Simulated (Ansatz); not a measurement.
GaN (zinc blende, F-43m), plane-wave PAW PBEsol (Ansatz code). The conduction-band minimum lies at Γ, with 1 equivalent valley. Second derivatives d²E/dk² of the lowest band at one valley (eV·Å²), along Cartesian directions:

```
direction  d²E/dk²
---------  -------
[100]        49.40
[010]        49.40
[001]        49.40
[110]        49.38
[101]        49.38
[011]        49.38
```

Task: Find the principal effective masses, the density-of-states mass and the conductivity mass.

Result: Off-diagonal terms follow from H_xy = H[110] − (H_xx + H_yy)/2, and m*/mₑ = 7.620 eV·Å² over each eigenvalue: 0.15, 0.15, 0.15. One valley's DOS mass (m₁m₂m₃)^(1/3) = 0.15, conductivity mass 3/(Σ 1/mᵢ) = 0.15 mₑ.

Task: What effective density of states Nc follows at 300 K for parabolic valleys?

Result: Nc = 2.509e19 × 1 × (0.15)^(3/2) ≈ 1.5e18 cm⁻³.

The PBEsol relaxation kept the symmetry of its start. Spin–orbit coupling is left out wherever it is not named.

Potentials: the later of the program's two PAW sets.

Edges and masses are those of Kohn–Sham bands, whose gap is no quasiparticle gap.
